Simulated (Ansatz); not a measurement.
## Property card for ScPd

ScPd:
```cif
data_PdSc
_chemical_formula_sum 'Sc1 Pd1'
_space_group_name_H-M_alt 'Pm-3m'
_space_group_IT_number 221
_space_group_name_Hall '-P 4 2 3'
_cell_length_a 3.26668
_cell_length_b 3.26668
_cell_length_c 3.26668
_cell_angle_alpha 90.000
_cell_angle_beta 90.000
_cell_angle_gamma 90.000
loop_
_atom_site_label
_atom_site_type_symbol
_atom_site_symmetry_multiplicity
_atom_site_Wyckoff_symbol
_atom_site_fract_x
_atom_site_fract_y
_atom_site_fract_z
_atom_site_occupancy
Sc1 Sc 1 b 0.50000 0.50000 0.50000 1
Pd1 Pd 1 a 0.00000 0.00000 0.00000 1
```

Space group Pm-3m (No. 221), CsCl type; conventional cell a = b = c = 3.2667 Å, α = β = γ = 90.00°.

Method: the program Ansatz at the PBEsol level (PAW). Geometry: relaxed at this level of theory. Other levels are named where they apply.

Cell and energy:

```
Property                                                      Result
-----------------------------------------------------  -------------
Volume per atom                                             17.43 Å³
Density                                                   7.21 g/cm³
Formation energy from the elements (no fitted shifts)  -0.89 eV/atom
```

Electronic structure:

```
Property                                                                    Result
------------------------------------  --------------------------------------------
Electronic character                                             metallic (no gap)
Density of states at the Fermi level  0.68 states/eV per atom (mean over ±0.08 eV)
Gap with spin–orbit coupling                                       none (metallic)
```

Mechanics:

```
Quantity                                                                       Value
--------------------------------------------  --------------------------------------
Bulk modulus (Birch–Murnaghan fit)                                           122 GPa
Pressure derivative B′                                                           4.2
Elastic constants (relaxed ions, GPa)               C11 = 164, C12 = 103, C44 = 48.4
Mechanical stability                          stable (all eigenvalues of C positive)
Hill bulk and shear moduli                                          123 and 40.4 GPa
Young's modulus                                                              109 GPa
Poisson's ratio                                                                 0.35
Debye temperature from the elastic constants                                   306 K
```

Phonons:

```
Property                                        Value
-----------------------------  ----------------------
Highest zone-centre frequency                168 cm⁻¹
Zone-centre stability          no imaginary mode at Γ
```

The workflow started from a Materials Project entry (that database holds measured and hypothetical structures alike); the Crystallography Open Database files this formula in space group No. 221, but the cells were not matched. Whether it is the stable phase at ambient conditions was not checked. The PBEsol relaxation kept the symmetry of its start. No spin polarisation was allowed. As this level gives no gap, shear constants depend on the k-mesh and smearing (Fermi–Dirac, 0.1 eV here). As this level gives no gap, phonon frequencies hold no LO–TO term and depend on the k-mesh and smearing (Fermi–Dirac, 0.1 eV here). The references are the lowest solids computed at this level, not always the standard phases. Scalar-relativistic: spin–orbit coupling is off unless named, which matters more the heavier the elements.

Potentials: the later of the program's two PAW sets.
